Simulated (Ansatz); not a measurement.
**Sc (P6_3/mmc), phonons: input and output**

Computed with PBEsol, all-electron LAPW in Ansatz 0.2.0, scalar-relativistic; not a measurement.

Cell and atoms were relaxed beforehand by PAW with this functional.

Launched as:

```sh
ansatz run input.yaml --threads 1 --pin off --max-ram 3072MiB --backend cpu --events-out ev --progress --plain --runs-dir out
```

Input:

```yaml
crystal:
  lattice:
    - [3.27604924854, 0.0, 0.0]
    - [-1.63802462427, 2.83714187329, 0.0]
    - [0.0, 0.0, 5.09699010779]
  atoms:
    - { symbol: Sc, position: [0.333333333333, 0.666666666667, 0.25] }
    - { symbol: Sc, position: [0.666666666667, 0.333333333333, 0.75] }
kpoints:
  mp_grid: { grid: [14, 14, 8] }
scf:
  occupations: { method: fermi_dirac, width: 0.08 }
hamiltonian:
  xc: pbesol
  pseudopotentials: { kind: all_electron, lapw: { basis_error: 0.001 } }
phonons:
  qmesh: [2, 2, 2]
  qpath:
    path:
      - [0.0, 0.0, 0.0]
      - [0.5, 0.0, 0.0]
      - [0.3333333333, 0.3333333333, 0.0]
      - [0.0, 0.0, 0.0]
      - [0.0, 0.0, 0.5]
      - [0.5, 0.0, 0.5]
      - [0.3333333333, 0.3333333333, 0.5]
      - [0.0, 0.0, 0.5]
      - [0.5, 0.0, 0.5]
    npoints: 6
  temperatures: { t_min: 0, t_max: 1000, t_step: 100 }
```

The program printed:

```
Warning: RAYON_NUM_THREADS=1 ignored (pool sized by the plan → 1); use --threads N
LAPW: plane waves up to 6.986 Å⁻¹, error target 1.0e-3 eV per atom; small_component_spin mean_spin; Sc in spheres of 1.539 Å, 11 of its electrons in bands, Dirac shells [] (how accurate: ...
Engine: ansatz 0.2.0, aarch64-unknown-linux-gnu
Pseudopotentials: kind: all_electron
Pseudopotential: Sc, LAPW, valence charge 11, lapw/all_electron/scalar/gaussian/Sc, Koelling and Harmon's equation, gaussian nucleus
Functional definition: PBEsol
  exchange = pbesol_x
  correlation = pbesol_c
Crystal: 8 atoms, lattice volume = 189.498 Å³
Basis set: ecut = 185.9443637861003 eV, 1113 PW (Γ), exchange–correlation at level 2
Bands: 60, of which v1, the nominal top of the filled ones, is band 44 counted from 1 (43 counted from 0)
Symmetry: 32 space group operations
k-points: 96 of 392
Non-local potential: Sc, projectors of the file, none
Initial density: superposition of atomic densities (chi_scale 0.1, normalization cell)
Initial wavefunctions: plane waves of lowest kinetic energy (no species holds an atomic orbital)
Functional: x = pbesol(κ = 0.804, μ = 0.12345679012345678), c = pbesol(β = 0.046)
[... 70 lines left out ...]
  atom   7  Sc     0.00000000    -0.00000012     0.00000000
  atom   8  Sc     0.00000000     0.00000012    -0.00000000
  max |Σ_I F_I| component: 1.52e-18 eV/Å
--- Phonons: 2 displaced members + reference (amplitude 0.01 Å, Σ member SCF iterations 23) ---
  symmetry images taken by strict's conditions (phonons.symmetry_images: auto; settled by no image being taken that strict refuses)
  ASR residual: 2.981e-5 → 0.000e0 eV/Å²; symmetrization residual: 3.386e-4 eV/Å²
  largest component of a force at the reference: 1.2e-7 eV/Å
  ASR residual per site (eV/Å²): 2.98e-5 2.98e-5
  Γ frequencies (cm⁻¹): 0.00 0.00 0.00 135.65 135.65 230.46
--- Phonons (by wavevector): 4 wavevectors in 1 supercell ---
  supercell 1 (4 cells, vectors [1, 0, 0], [0, 2, 0], [0, 0, 2] in multiples of the cell's): 2 displaced members by 0.01 Å; free energy -166169.159883 eV; taken off its force constants: by the sum rule 3.0e-5, by the ...
  q = [0.0000, 0.0000, 0.0000] (star 1, supercell 1; hermiticity 0.00e0, symmetrization 9.60e-6): -0.00 0.00 0.00 135.65 135.65 230.46
  q = [0.0000, 0.0000, -0.5000] (star 1, supercell 1; hermiticity 1.21e-16, symmetrization 2.67e-4): 96.72 96.72 96.72 96.72 164.40 164.40
  q = [0.0000, -0.5000, 0.0000] (star 3, supercell 1; hermiticity 1.54e-16, symmetrization 2.00e-16): 119.51 136.77 191.56 208.38 214.90 222.38
  q = [0.0000, -0.5000, -0.5000] (star 3, supercell 1; hermiticity 1.13e-16, symmetrization 2.00e-16): 135.43 135.43 161.99 161.99 204.27 204.27
  joined force constants: q→R imaginary residual 7.53e-18
  density of states and harmonic sums: on the 22×22×12 q-mesh, interpolated from the force constants of a 2×2×2 supercell (no non-analytic term)
  largest difference from the sums on the solved wave vectors: F 6.93e-2 eV, S 1.02e-4 and C_V 3.23e-5 eV/K
```

The run converged.

Phonons on the q mesh:

Harmonic phonons of a crystal by Kohn-Sham DFT at the given cell, standard atomic masses, acoustic sum rule imposed; negative wavenumbers are unstable modes; one row a degenerate set, branches counted upwards.

| Quantity | Value |
| --- | --- |
| Unstable phonons | no |

```csv
point,q a (r.l.u.),q b (r.l.u.),q c (r.l.u.),branch,phonon wavenumber (cm⁻¹),degeneracy
Gamma,0,0,0,4,135.6,2
Gamma,0,0,0,6,230.5,1
M,0.5,0,0,1,119.5,1
M,0.5,0,0,2,136.8,1
M,0.5,0,0,3,191.6,1
M,0.5,0,0,4,208.4,1
M,0.5,0,0,5,214.9,1
M,0.5,0,0,6,222.4,1
A,0,0,0.5,1,96.7,4
A,0,0,0.5,5,164.4,2
L,0.5,0,0.5,1,135.4,2
L,0.5,0,0.5,3,162,2
L,0.5,0,0.5,5,204.3,2
```

### Harmonic thermodynamics

Sums over wave vectors interpolated from the q mesh.

```
Zero point energy : 29.97 meV/atom
```

```
temperature (K)  phonon heat capacity (k_B/atom)  phonon entropy (k_B/atom)  phonon free energy (meV/atom)
            100                            1.946                      1.208                          26.56
            200                            2.671                      2.846                           8.63
            300                            2.847                      3.969                         -21.01
            400                            2.912                      4.799                         -58.95
            500                            2.943                      5.452                         -103.2
            600                             2.96                       5.99                         -152.6
            700                            2.971                      6.448                         -206.2
            800                            2.978                      6.845                         -263.5
            900                            2.982                      7.196                         -324.1
           1000                            2.986                       7.51                         -387.4
```

### Zone-centre phonons

Optical zone-centre levels upwards with Mulliken labels, activity, and the element with most of the kinetic energy.

```json
{
 "Point group": "6/mmm"
}
```

| number | phonon wavenumber (cm⁻¹) | label | infrared | raman | lead element |
| --- | --- | --- | --- | --- | --- |
| 1 | 135.6 | E2g | no | yes | Sc |
| 2 | 230.5 | B1g | no | no | Sc |

Keep in mind: responses of metals move with mesh and smearing; coarse q mesh; activity by symmetry alone, a metal screens infrared modes.

Time and hardware: 31 min on 1 thread of Arm Neoverse V2 (shared host), peak memory 2.2 GiB.
